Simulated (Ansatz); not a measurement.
A generated cell, not matched to a known phase here, of Zn₆S₅O: P31m (No. 157), hP12; a = b = 6.421 Å, c = 6.067 Å, α = β = 90.00°, γ = 120.00°; Zn 2b (0.333, 0.667, 0.992); Zn 1a (0.000, 0.000, 0.049); Zn 3c (0.297, 0.297, 0.488); S 2b (0.333, 0.667, 0.375); O 1a (0.000, 0.000, 0.378); S 3c (0.321, 0.321, 0.873). Level of theory: r2SCAN (plane waves to 500 eV, PAW, scalar-relativistic; Ansatz, a quantum-chemistry and plane-wave program). Element references, the lowest calculated here: S (Fddd), Zn (P6₃/mmc), O (C2/m, ferromagnetic, forced by one molecule a cell; α-O2 is antiferromagnetic); gases are represented by their molecular solids.

Total energies (eV/atom, σ → 0; comparable only within this code, potentials and settings):

```csv
phase,E (eV/atom)
Zn6S5O (P31m),-2088.476
S (Fddd),-905.816
Zn (P6₃/mmc),-3325.669
O (C2/m),-566.007
ZnO (P6₃mc),-1947.463
```

What is the formation energy of this P31m form of Zn6S5O from the elements?

E_f = -2088.476 − [6 × (-3325.669) + 5 × (-905.816) + 1 × (-566.007)] / 12 = -1.05 eV/atom (-12.6 eV per formula unit).

A lower structure of this composition may exist.

Static energies, no anion corrections, no zero-point energy. Values are rounded to 0.01 eV/atom. Not shown to be the ambient phase of their composition (a lower form may be missing, and a cell relaxed within its start's symmetry can be a saddle point): Zn6S5O (P31m). The compounds carry no spin polarisation.
